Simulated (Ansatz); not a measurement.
Geometry optimisation in Ansatz: input, command and trajectory.

```yaml
crystal:
  lattice:
    - [4.0039203673, 0.0, 0.0]
    - [-2.0019601837, 3.4674967528, 0.0]
    - [0.0, 0.0, 4.3231698318]
  atoms:
    - { symbol: Ca, position: [0.3333333333, 0.6666666667, 0.5] }
    - { symbol: Ca, position: [0.6666666667, 0.3333333333, 0.5] }
    - { symbol: Be, position: [0.0, 0.0, 0.0] }
basis:
  ecutwfc: 420
kpoints:
  mp_grid: { grid: [6, 6, 4] }
hamiltonian:
  xc: pbe
scf:
  occupations: { method: gaussian, width: 0.1 }
  lower_state_search: "off"
output:
  forces: true
  stress: true
  eigenvalues: true
relax:
  adjacent_minimum: "off"
  f_tol: 0.04
  max_steps: 70
  cell: { stress_tol: 0.4 }
```

```bash
ansatz run input.yaml --threads 1 --pin off --max-ram 2560MiB --backend cpu --events-out ev --progress --plain --runs-dir out
```

Level of theory: DFT PBE, scalar-relativistic, plane waves, PAW (Ansatz 0.2.0).

Of 12 frames 9 are shown, positions in Å and forces in eV/Å; the SCF threshold varies from step to step. Steps run on the plane waves of an earlier cell, with a Pulay correction in the pressure. The basis is chosen afresh for the last frame, the zero of the energies, and at times for earlier ones too; energy and pressure step there, also at an unchanged geometry. Here that happened at step 9 (-29 meV/atom, 1.5 GPa); the frames before carry an error of that size.

```xyz
3
Lattice="4.0039 0.0000 0.0000 -2.0020 3.4675 0.0000 0.0000 0.0000 4.3232" Properties=species:S:1:pos:R:3:forces:R:3 pbc="T T T" step=1 free_energy_over_end_meV_per_atom=1209.10 pressure_GPa=11.44
Ca    0.0000    2.3117    2.1616    0.0000    0.0000    0.0000
Ca    2.0020    1.1558    2.1616    0.0000    0.0000    0.0000
Be    0.0000    0.0000    0.0000    0.0000    0.0000    0.0000
3
Lattice="4.1764 0.0000 0.0000 -2.0882 3.6169 0.0000 0.0000 0.0000 4.1133" Properties=species:S:1:pos:R:3:forces:R:3 pbc="T T T" step=2 free_energy_over_end_meV_per_atom=898.28 pressure_GPa=8.31
Ca    0.0000    2.4112    2.0566    0.0000    0.0000    0.0000
Ca    2.0882    1.2056    2.0566    0.0000    0.0000    0.0000
Be    0.0000    0.0000    0.0000    0.0000    0.0000    0.0000
3
Lattice="4.3519 0.0000 0.0000 -2.1759 3.7688 0.0000 0.0000 0.0000 3.9023" Properties=species:S:1:pos:R:3:forces:R:3 pbc="T T T" step=3 free_energy_over_end_meV_per_atom=627.77 pressure_GPa=6.31
Ca    0.0000    2.5126    1.9511    0.0000    0.0000    0.0000
Ca    2.1759    1.2563    1.9511    0.0000    0.0000    0.0000
Be    0.0000    0.0000    0.0000    0.0000    0.0000    0.0000
3
Lattice="4.7067 0.0000 0.0000 -2.3534 4.0762 0.0000 0.0000 0.0000 3.4807" Properties=species:S:1:pos:R:3:forces:R:3 pbc="T T T" step=5 free_energy_over_end_meV_per_atom=243.27 pressure_GPa=4.23
Ca    0.0000    2.7174    1.7404    0.0000    0.0000    0.0000
Ca    2.3534    1.3587    1.7404    0.0000    0.0000    0.0000
Be    0.0000    0.0000    0.0000    0.0000    0.0000    0.0000
3
Lattice="4.8519 0.0000 0.0000 -2.4260 4.2019 0.0000 0.0000 0.0000 3.2699" Properties=species:S:1:pos:R:3:forces:R:3 pbc="T T T" step=6 free_energy_over_end_meV_per_atom=102.38 pressure_GPa=4.17
Ca    0.0000    2.8013    1.6350    0.0000    0.0000    0.0000
Ca    2.4260    1.4006    1.6350    0.0000    0.0000    0.0000
Be    0.0000    0.0000    0.0000    0.0000    0.0000    0.0000
3
Lattice="5.0461 0.0000 0.0000 -2.5231 4.3701 0.0000 0.0000 0.0000 3.1701" Properties=species:S:1:pos:R:3:forces:R:3 pbc="T T T" step=7 free_energy_over_end_meV_per_atom=42.00 pressure_GPa=1.80
Ca    0.0000    2.9134    1.5851    0.0000    0.0000    0.0000
Ca    2.5231    1.4567    1.5851    0.0000    0.0000    0.0000
Be    0.0000    0.0000    0.0000    0.0000    0.0000    0.0000
3
Lattice="5.1302 0.0000 0.0000 -2.5651 4.4429 0.0000 0.0000 0.0000 3.2163" Properties=species:S:1:pos:R:3:forces:R:3 pbc="T T T" step=8 free_energy_over_end_meV_per_atom=36.16 pressure_GPa=-0.14
Ca    0.0000    2.9619    1.6082    0.0000    0.0000    0.0000
Ca    2.5651    1.4810    1.6082    0.0000    0.0000    0.0000
Be    0.0000    0.0000    0.0000    0.0000    0.0000    0.0000
3
Lattice="5.2090 0.0000 0.0000 -2.6045 4.5111 0.0000 0.0000 0.0000 3.2162" Properties=species:S:1:pos:R:3:forces:R:3 pbc="T T T" step=10 free_energy_over_end_meV_per_atom=0.77 pressure_GPa=0.46
Ca    0.0000    3.0074    1.6081    0.0000    0.0000    0.0000
Ca    2.6045    1.5037    1.6081    0.0000    0.0000    0.0000
Be    0.0000    0.0000    0.0000    0.0000    0.0000    0.0000
3
Lattice="5.2472 0.0000 0.0000 -2.6236 4.5442 0.0000 0.0000 0.0000 3.2237" Properties=species:S:1:pos:R:3:forces:R:3 pbc="T T T" step=12 free_energy_over_end_meV_per_atom=0.00 pressure_GPa=0.00
Ca    0.0000    3.0295    1.6119    0.0000    0.0000    0.0000
Ca    2.6236    1.5147    1.6119    0.0000    0.0000    0.0000
Be    0.0000    0.0000    0.0000    0.0000    0.0000    0.0000
```

The start puts this composition into another compound's structure type, which needn't suit it. At the end the space group is P6/mmm (tolerance 0.05 Å).

The run took 20 s on 1 thread of Arm Neoverse V1, on a shared host, peak memory 0.32 GiB.

The k mesh is coarse.